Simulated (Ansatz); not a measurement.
In2SbAs in space group R3m (No. 160; In on 3a, In on 3a, Sb on 3a, As on 3a), PBEsol (plane waves, PAW; program Ansatz), all energies at zero smearing, with the estimated change up to a 700 eV cutoff added, with one set of potentials and settings (totals compare only within such a set). Cell of 4 atoms (2 In, 1 Sb, 1 As): -22272.382 eV.

```
element              reference phase  E (eV/atom)
-------  ---------------------------  -----------
In       I4/mmm, 1 atoms in the cell   -5525.4106
Sb         R-3m, 2 atoms in the cell   -6408.0873
As         R-3m, 2 atoms in the cell   -4813.0241
```

Formation energy per atom, worked out: (-22272.382 − 2×(-5525.4106) − 1×(-6408.0873) − 1×(-4813.0241))/4 = -0.112 eV/atom (-11 kJ per mol of atoms), at 0 K, without zero-point energy or fitted corrections.

The first step of the workflow began from a Materials Project structure, measured or hypothetical; the Crystallography Open Database copy checked does not list it. Whether it is the stable phase at ambient conditions was not checked. Symmetry was held in the PBEsol relaxation; its stability against distortions is not shown here. The references are the lowest solids computed at this level, not always the standard phases. Scalar-relativistic: spin–orbit coupling is off unless named, which matters more the heavier the elements.

Potentials: the later of the program's two PAW sets.
